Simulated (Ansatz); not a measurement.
**Phases of Hg at 230 GPa**

Structure types of Hg are relaxed in primitive cells with their symmetry kept at 230 GPa, first on PAW files, then by LAPW. The enthalpy is E + pV at zero temperature, without zero-point motion. Only the types listed were tried, and differences under about 5 meV/atom are mesh noise. Not among the end structures: fcc, which may lie lower.

All numbers are PBEsol results (scalar-relativistic) from Ansatz 0.2.0, with Fermi–Dirac smearing of 0.05 eV, no spin polarisation. Methods: LAPW: all electrons, basis error target 0.5 meV/atom; PAW: frozen-core files, cutoff 420 eV.

k meshes: bcc 19×19×19, hcp 17×17×9, beta tin 18×18×18, simple hexagonal 18×18×16, omega 9×9×12.

Spin–orbit coupling is left out, which matters for the heavy atoms. The PAW files were made under PBE.

| start type | ends as | a, b, c (Å) | V (Å³/atom) | H − H(lowest), LAPW (meV/atom) |
| --- | --- | --- | --- | --- |
| bcc | bcc, Im-3m | 2.894, 2.894, 2.894 | 12.11 | 192.7 |
| hcp | hcp, P6_3/mmc | 2.577, 2.577, 4.194 | 12.07 | 0.0 |
| beta tin | beta tin, I4_1/amd | 4.610, 4.610, 2.385 | 12.67 | 1242.0 |
| simple hexagonal | simple hexagonal, P6/mmm | 2.469, 2.469, 2.385 | 12.59 | ? |
| omega | omega, P6/mmm | 4.167, 4.167, 2.438 | 12.23 | ? |

Task: Fill in "H − H(lowest), LAPW (meV/atom)" for the row "simple hexagonal".

Result: 1040.3.

Task: What belongs in the row "omega", column "H − H(lowest), LAPW (meV/atom)"?

Result: 371.0.

Task: Split the lead of hcp over bcc into energy and pV.

Result: For bcc less hcp: ΔE = +121.6 meV/atom, and p·ΔV = 230 GPa × +0.0495 Å³ × 6.242 meV/(GPa·Å³) = +71.1 meV/atom, together 192.7 meV/atom. hcp wins on both counts.
